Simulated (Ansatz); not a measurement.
## W: reading a single point

```yaml
crystal:
  lattice:
    - [-1.62148, 1.62148, 1.62148]
    - [1.62148, -1.62148, 1.62148]
    - [1.62148, 1.62148, -1.62148]
  atoms:
    - { symbol: W, position: [0.00000, 0.00000, 0.00000] }
```

Method: r2SCAN, no spin polarisation; PAW, plane waves to 500 eV, 14×14×14 Γ-centred mesh, methfessel-paxton occupations (width 0.2906 eV) (Ansatz 0.2.0), atoms fixed.

Q: What do density and ELF say about some of the short contacts?

A: W–W at 2.81 Å: least valence density 0.38 e/Å³ and ELF 0.40 there. These are pseudo-fields; inside the PAW spheres they differ from the all-electron ones.

Q: What does the stress say?

A: The pressure is -19.1 GPa (compression positive), so with the atoms held at these fractions the cell would first shrink.

Q: Is there a gap?

A: It is a metal, with about 0.36 states/eV a cell as the mean within 0.25 eV of the Fermi level, mostly W d (91 %).

Origin: a database entry at a rescaled volume. Caveats: atoms or cell far from equilibrium; wide smearing.
